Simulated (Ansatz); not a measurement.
C:
```cif
data_C6
_chemical_formula_sum 'C6'
_space_group_name_H-M_alt 'P6122'
_space_group_IT_number 178
_space_group_name_Hall 'P 61 2 (0 0 5)'
_cell_length_a 3.56123
_cell_length_b 3.56123
_cell_length_c 3.36390
_cell_angle_alpha 90.000
_cell_angle_beta 90.000
_cell_angle_gamma 120.000
loop_
_atom_site_label
_atom_site_type_symbol
_atom_site_symmetry_multiplicity
_atom_site_Wyckoff_symbol
_atom_site_fract_x
_atom_site_fract_y
_atom_site_fract_z
_atom_site_occupancy
C1 C 6 b 0.46491 0.23246 0.08333 1
```

Relaxed with r²SCAN. The program Ansatz at the r²SCAN level (PAW) gives a gap of 4.41 eV.

Q: What gap does HSE06 give on the same cell (Ansatz, PAW)?

A: 5.38 eV, 0.98 eV more. The hybrid was solved on a coarser mesh and at special points; the gap given is the minimum over both.

```json
[
 {"k": "Γ", "v1 r²SCAN": "-1.62", "c1 r²SCAN": "5.87", "v1 HSE06": "…", "c1 HSE06": "…"},
 {"k": "A", "v1 r²SCAN": "-2.70", "c1 r²SCAN": "6.04", "v1 HSE06": "-2.77", "c1 HSE06": "7.08"},
 {"k": "K", "v1 r²SCAN": "-0.73", "c1 r²SCAN": "7.83", "v1 HSE06": "…", "c1 HSE06": "…"},
 {"k": "H", "v1 r²SCAN": "-0.84", "c1 r²SCAN": "10.25", "v1 HSE06": "…", "c1 HSE06": "…"},
 {"k": "M", "v1 r²SCAN": "-0.45", "c1 r²SCAN": "6.70", "v1 HSE06": "-0.45", "c1 HSE06": "7.69"},
 {"k": "L", "v1 r²SCAN": "-0.03", "c1 r²SCAN": "9.96", "v1 HSE06": "…", "c1 HSE06": "…"}
]
```

Q: Top valence (v1) and lowest conduction level (c1) in eV from each method's valence maximum (which need not be a listed point): supply the withheld HSE06 values.

A: 
- H, v1 HSE06: -0.85
- H, c1 HSE06: 11.25
- K, v1 HSE06: -0.73
- K, c1 HSE06: 8.84
- Γ, v1 HSE06: -1.67
- Γ, c1 HSE06: 6.90
- L, v1 HSE06: -0.03
- L, c1 HSE06: 11.15

Cost on shared cores: the r²SCAN run (SCF on a 9×9×8 mesh, then bands and DOS) roughly 30 core-seconds, the HSE06 run (SCF on 5×5×5, then a few points) roughly 40 core-seconds; the tasks are unlike.

Space group P6_122. The start of the workflow was typed in or built on a structure type; neither database checked (COD, Materials Project) lists it. It is not the phase usual at ambient conditions (space group No. 194, 227). The r²SCAN relaxation kept the symmetry of its start; whether a distortion lowers the energy is not shown.

Potentials: the earlier of the program's two PAW sets.
